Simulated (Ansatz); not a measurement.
# Computed properties of InB2As3 (ordering on zincblende)

All numbers come from the PAW code Ansatz. (Calculated; non-magnetic; the phase may be known or hypothetical.)

Structure: an ordered 6-atom cell of InB2As3 on the zincblende lattice (P3m1) (no longer in that coordination), at its r2SCAN minimum. It is trigonal, P3m1 (No. 156); conventional cell a = 3.290 Å, c = 11.857 Å, 18.52 Å³ an atom. Around B lie 4 As at 2.03–2.04 Å; around B lie 4 As at 2.04–2.06 Å; around In lie 1 As at 2.79 Å; around As lie 4 B at 2.04–2.06 Å; around As lie 3 B at 2.04 Å and 1 In at 2.79 Å; around As lie 1 B at 2.03 Å.

Relaxed lattice by functional, symmetry kept:

| functional | k mesh | a (Å) | c (Å) | volume (Å³/atom) |
| --- | --- | --- | --- | --- |
| PBE | 12×12×4 | 3.310 | 11.916 | 18.85 |
| r2SCAN | 12×12×2 | 3.290 | 11.857 | 18.52 |

Gaps on the r2SCAN cell, each the least over its mesh and the special points:
```tsv
level	k mesh	gap (eV)	kind	edges	least direct gap (eV)	rough cost
PBE	12×12×2	none (overlap 4.15)	–	–	–	11 core-seconds
PBE+SOC	12×12×2	none (overlap 4.02)	–	–	–	50 core-seconds
r2SCAN	12×12×2	none (overlap 4.46)	–	–	–	18 core-seconds
```
All runs use a smearing of 0.02 eV.
Wave cutoffs: 420 eV, 500 eV (r2SCAN).
Points off the special ones are mesh points or PBE's searched band edges, reused at the other levels.
Costs come from shared machines and give only the order; PBE's includes the band path. The runs had 4 threads of AMD EPYC 9R45 96-Core Processor (Zen 5), on a shared host.

r2SCAN gives no gap: the lowest nominally empty band dips 4.46 eV below the top of the last filled one (its bottom at M–K (0.70 of the way from M), the top at Γ), so the cell is a metal or semimetal at this level. With PBE+SOC the bands overlap by 4.02 eV (counted from 1, band 64 peaks at Γ and band 65 bottoms out at M–K (0.70 of the way from M)): no gap.

No level opens a gap, but no hybrid is among them, and semilocal functionals can close a real gap.

Only the levels marked +SOC include spin-orbit coupling.
